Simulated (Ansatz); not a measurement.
Rh:
```yaml
crystal:
  lattice:
    - [0.00000, 1.89673, 1.89673]
    - [1.89673, 0.00000, 1.89673]
    - [1.89673, 1.89673, 0.00000]
  atoms:
    - { symbol: Rh, position: [0.00000, 0.00000, 0.00000] }
```

Relaxed with the program Ansatz at the PBE+D3(BJ) level (PAW). Indices refer to the conventional cell of Fm-3m, a = b = c = 3.7935 Å, α = β = γ = 90.00°.

**Question.** Simulate the powder diffraction pattern (neutron, λ = 1.5401 Å; lines above 1 %) up to 2θ = 90°.

**Answer.** Simulated powder pattern, neutron, λ = 1.5401 Å (kinematic, ideal powder, no thermal factors, coherent scattering alone; the 30 strongest lines at most, above 1 %, up to 2θ = 90°):

```csv
2θ (°),d (Å),I/Imax (%),hkl
41.17,2.190,97,(111)
47.91,1.897,56,(200)
70.08,1.341,62,(220)
84.64,1.144,100,(311)
89.37,1.095,32,(222)
```

Symmetry was held in the PBE+D3(BJ) relaxation. No spin polarisation was allowed. The pairwise dispersion correction was not fitted to metals.

Potentials: the earlier of the program's two PAW sets.
